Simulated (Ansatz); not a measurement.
## E(M) for CrCoPt₂ (P4/mmm)

The geometry is a structure as deposited in COD, held fixed and not relaxed.

Functional, mesh and filling: LDA, 8×8×8 k mesh, Fermi–Dirac smearing of 0.05 eV. PAW means Ansatz 0.2.0 on its default frozen-core files; LAPW is all-electron LAPW in Ansatz 0.2.0. Site moments are integrated in spheres about the atoms, whose radii differ between the methods.

Input of the first run:

```yaml
crystal:
  lattice:
    - [3.819, 0.0, 0.0]
    - [0.0, 3.819, 0.0]
    - [0.0, 0.0, 3.746]
  atoms:
    - { symbol: Cr, position: [0.0, 0.0, 0.0], spin: 3.0 }
    - { symbol: Co, position: [0.5, 0.5, 0.0], spin: 2.0 }
    - { symbol: Pt, position: [0.0, 0.5, 0.5] }
    - { symbol: Pt, position: [0.5, 0.0, 0.5] }
magnetization:
  spin_polarized: true
kpoints:
  mp_grid: { grid: [8, 8, 8] }
scf:
  occupations: { method: fermi_dirac, width: 0.05 }
  lower_state_search: "off"
hamiltonian:
  xc: lda
  pseudopotentials: { kind: paw }
output:
  forces: true
  stress: true
  eigenvalues: true
  populations: true
  dos: { projected: true, de: 0.1, e_range: [-8, 5] }
  write_density: true
  write_potential: true
  elf: true
  volumetric_format: npy
```

Command: `ansatz run input.yaml --threads 2 --pin off --max-ram 6144MiB --backend cpu --events-out ev --progress --plain --runs-dir out`

The input for «total moment held at 1.31 μB» by PAW differs from it in these lines, output keys apart:

```diff
-    - { symbol: Cr, position: [0.0, 0.0, 0.0], spin: 3.0 }
-    - { symbol: Co, position: [0.5, 0.5, 0.0], spin: 2.0 }
+    - { symbol: Cr, position: [0.0, 0.0, 0.0], spin: 2.846 }
+    - { symbol: Co, position: [0.5, 0.5, 0.0], spin: -1.536 }
+  initial_magnetization: 1.31
+  spin_locking: { lock_magnetization: hard }
```

The input for «total moment held at 0.23 μB» by LAPW differs from it in these lines, output keys apart:

```diff
-    - { symbol: Cr, position: [0.0, 0.0, 0.0], spin: 3.0 }
-    - { symbol: Co, position: [0.5, 0.5, 0.0], spin: 2.0 }
+    - { symbol: Cr, position: [0.0, 0.0, 0.0], spin: 0.5 }
+    - { symbol: Co, position: [0.5, 0.5, 0.0], spin: -0.27 }
+  initial_magnetization: 0.23
+  spin_locking: { lock_magnetization: hard }
-  pseudopotentials: { kind: paw }
+  pseudopotentials: { kind: all_electron, lapw: { basis_error: 0.001 } }
```

Each run fixes M = N↑ − N↓ with two Fermi levels; the holding field B = (E_F↑ − E_F↓)/2μB is the slope of the free energy against M over μB. Energies count from each method's free run. The held moment starts on the atoms that carry the free run's moments.

The free PAW run: Site moments (μB): Cr1 2.46, Co2 -1.29, Pt3 -0.12, Pt4 -0.12. Cell moment 1.14 μB.

| M (μB/cell) | ΔF PAW (meV/cell) | ΔF LAPW (meV/cell) | B, PAW (T) | largest site moment, PAW (μB) | pressure, PAW (GPa) |
| --- | --- | --- | --- | --- | --- |
| 0.00 | +473.2 | – | – | 0.00 | -20.8 |
| 0.23 | +202.9 | +202.1 | -4237 | 1.83 | -15.9 |
| 0.45 | +148.1 | – | -4354 | 2.01 | -15.4 |
| 0.68 | +90.5 | – | -4254 | 2.18 | -15.0 |
| 0.91 | +36.6 | – | -3734 | 2.33 | -14.5 |
| 1.02 | +14.6 | +14.5 | ? | 2.40 | -14.3 |
| 1.31 | +13.1 | +13.0 | +1852 | 2.46 | -14.5 |
| 1.48 | ? | – | +2187 | 2.44 | -14.9 |

Problem. What belongs in the row "1.48", column "ΔF PAW (meV/cell)"?

Solution. +33.3.

Problem. Fill in "B, PAW (T)" for the row "1.02".

Solution. -3081.

Against an unpolarised PAW run, spin polarisation gains 118.3 meV per atom; the pressure goes from -20.8 to -14.1 GPa, the usual magnetovolume effect: the magnetic state wants the larger volume.

Separate runs put a uniform field on the spins (g = 2):

```
field (T)  M PAW (μB/cell)  M LAPW (μB/cell)
      300            1.143             1.143
      600            1.154                 –
```

The rows needn't lie on one branch: at M = 0 the run is unmagnetised, so slopes across such rows needn't follow B.

The PAW files were made with PBE; the program remakes their cores once for the run's functional and then keeps them frozen. The Ansatz runs typed with the search for lower states off end where their start leads. Spin–orbit coupling is left out although heavy atoms are present. These are results for the start and cell typed. The real compound can order otherwise, in a larger cell, or not at all, since semilocal functionals at zero temperature often overstate magnetism.
